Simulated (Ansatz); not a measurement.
The start is a randomly generated symmetric cell of HfN (space group No. 216). The structure is fully relaxed (lattice and positions, P = 0) with PBE (plane waves to 420 eV, PAW, scalar-relativistic; Ansatz, a first-principles code). The first steps use a coarse 5×5×5 k-mesh.

Starting cell:
```
HfN
1.0
    0.00000     4.14937     4.14937
    4.14937     0.00000     4.14937
    4.14937     4.14937     0.00000
Hf N
4 4
Direct
  0.75000   0.75000   0.75000
  0.25000   0.25000   0.25000
  0.50000   0.50000   0.50000
  0.00000   0.00000   0.00000
  0.13035   0.13035   0.13035
  0.13035   0.13035   0.60896
  0.13035   0.60896   0.13035
  0.60896   0.13035   0.13035
```

Problem. What symmetry does the relaxed structure have?

Solution. The space group goes from F-43m (No. 216) to Fd-3m (No. 227), with 8 atoms in the primitive magnetic cell.

Problem. How much energy is released per atom?

Solution. 0.61 eV/atom.

Problem. How does the volume change?

Solution. +28.9 %, from 17.86 to 23.02 Å³/atom.

Problem. How do the shortest distances between atoms change?

Solution. The closest pairs of elements (up to four, under 3.6 Å), start → end: Hf–N 1.72 → 1.96 Å; N–N 2.81 → 3.19 Å; Hf–Hf 3.59 → 3.91 Å.

Problem. Is the relaxed structure metallic? Give its gap.

Solution. Zero (metallic).

Problem. The last rounds were run with spin polarisation. What moments result?

Solution. Net 0.04 μB/atom, spin-polarised, with opposite induced moments.

Final values are on a 9×9×9 k-mesh of the relaxed cell. The first round had no spin; a later round switched it on. The start holds a very short contact (Hf–N 1.72 Å). Spin state reached: spin-polarised, with opposite induced moments (net 0.04 μB/atom); other spin orders were not run from this start.

The run could not lose the symmetry of its start, so the end can be a saddle point.

The relaxed structure here is a generated cell of HfN: the first start was made by a random draw of sites in a space group, and the end was not matched to a known phase here, so it may be hypothetical. Known forms of HfN include space group No. 225.
